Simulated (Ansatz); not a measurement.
VBiO4:
```cif
data_Bi2O8V2
_chemical_formula_sum 'V2 Bi2 O8'
_space_group_name_H-M_alt 'C2'
_space_group_IT_number 5
_space_group_name_Hall 'C 2y'
_cell_length_a 7.61778
_cell_length_b 5.44273
_cell_length_c 5.24557
_cell_angle_alpha 90.000
_cell_angle_beta 124.017
_cell_angle_gamma 90.000
loop_
_space_group_symop_operation_xyz
  'x, y, z'
  '-x, y, -z'
  'x+1/2, y+1/2, z'
  '-x+1/2, y+1/2, -z'
loop_
_atom_site_label
_atom_site_type_symbol
_atom_site_symmetry_multiplicity
_atom_site_Wyckoff_symbol
_atom_site_fract_x
_atom_site_fract_y
_atom_site_fract_z
_atom_site_occupancy
V1 V 2 a 0.00000 0.36078 0.00000 1
Bi1 Bi 2 b 0.50000 0.42460 0.50000 1
O1 O 4 c 0.12937 0.19136 0.33944 1
O2 O 4 c 0.19359 0.54100 0.03631 1
```
(The calculation used a cell of 6 atoms; values per cell refer to that cell.)

Relaxed at zero pressure with PBEsol (plane waves, PAW; program Ansatz).

Problem. The volume is lowered by 6 % and shape and atoms relax at that volume. What pressure results, and how do the axes share the change?

Solution. 1.7 GPa; a -0.5 %, b -3.5 %, c -1.6 %; the energy rises by 4 meV/atom.

Problem. Give the new structure.

Solution. 
Space group C2 (No. 5); a = 7.5771 Å, b = 5.2522 Å, c = 5.1609 Å, α = 90.00°, β = 124.41°, γ = 90.00°

```
atom  site  symmetry       x       y       z
----  ----  --------  ------  ------  ------
V       2a         2  0.0000  0.3640  0.0000
Bi      2b         2  0.5000  0.4076  0.5000
O       4c         1  0.1361  0.1883  0.3451
O       4c         1  0.1912  0.5509  0.0266
```

The phase is kept; no other phase was compared at this pressure.

The first step of the workflow began from a Materials Project structure, measured or hypothetical; the Crystallography Open Database copy checked does not list it. It is not the phase usual at ambient conditions (space group No. 88). The cell was relaxed with PBEsol under the symmetry of its start; its stability against distortions is not shown here. The run is not spin-polarised. No Hubbard U is applied. Spin–orbit coupling is left out wherever it is not named.

Potentials: the later of the program's two PAW sets.
